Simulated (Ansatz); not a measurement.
# NbP

```
Nb P
1.0
    -1.67492    1.67492    5.74011
     1.67492   -1.67492    5.74011
     1.67492    1.67492   -5.74011
Nb P
2 2
Cartesian
  0.0000 0.0000 5.7387
  1.6749 0.0000 2.8687
  0.0000 0.0000 0.9500
  0.0000 1.6749 3.8200
```

Atoms are numbered in the order listed.

Structure from Materials Project entry mp-9339 (possibly hypothetical), not relaxed further.

All numbers are computed: DFT, LDA, all-electron LAPW, scalar-relativistic (Ansatz 0.2.0); DFT, LDA, PAW with Ansatz's default frozen-core files, scalar-relativistic (Ansatz 0.2.0).

For LAPW: a Γ-centred 14×14×14 k mesh, Fermi–Dirac smearing of 0.03 eV, basis error target 1 meV/atom, no spin polarisation. PAW takes a cutoff of 420 eV at this cell (files made with PBE, cores remade for this functional). The Ansatz runs share mesh, smearing and spin set-up. Values come from LAPW unless marked.

```
Pressure at this cell                             : -9.35 GPa
Largest force                                     : 0.00025 Ha/bohr on Nb1
Density of states at the Fermi level (0.2 eV bin) : 0.13 states/eV per cell
Stress xx, yy, zz (compression positive)          : -9.44, -9.44, -9.16 GPa
Volume per atom                                   : 108.7 bohr³
```

Q: Give the computed value. Band gap.

A: None at this level of theory (metallic, semimetallic, or a small gap that the functional closes).

Q: Predict this quantity. Bader charges (from the PAW run).

A: Nb1 +1.07, P3 -1.07 e.

Q: Löwdin charges (with 0.23 e of the cell spilling out of the atomic basis, so their sizes and signs hang on that basis): what does the calculation give?

A: Nb1 0.13, P3 -0.01 e.
